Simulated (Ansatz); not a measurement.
NaTaO₃ in space group Pnma (No. 62; Na on 4c, Ta on 4b, O on 8d, O on 4c), plane-wave PAW PBEsol (Ansatz code), all energies at zero smearing, with the estimated change up to a 700 eV cutoff added, with one set of potentials and settings (totals compare only within such a set). Cell of 20 atoms (4 Na, 4 Ta, 12 O): -51883.003 eV.

```tsv
element	reference phase	E (eV/atom)
Na	P6_3/mmc, 2 atoms in the cell	-1475.8697
Ta	Im-3m, 1 atoms in the cell	-9806.5011
O	C2/m, 4 atoms in the cell, spin-polarised	-558.3554
```

Formation energy per atom, worked out: (-51883.003 − 4×(-1475.8697) − 4×(-9806.5011) − 12×(-558.3554))/20 = -2.663 eV/atom (-257 kJ per mol of atoms), at 0 K, without zero-point energy or fitted corrections.

The first step of the workflow began from a Materials Project structure, measured or hypothetical; the Crystallography Open Database files this formula in space group No. 62, but the cells were not matched. Whether it is the stable phase at ambient conditions was not checked. Symmetry was held in the PBEsol relaxation; phonons on a q-mesh show no instability. No spin polarisation was allowed. The references are the lowest solids computed at this level, not always the standard phases (solids in place of the gases). Spin–orbit coupling is left out wherever it is not named.

Potentials: the later of the program's two PAW sets.
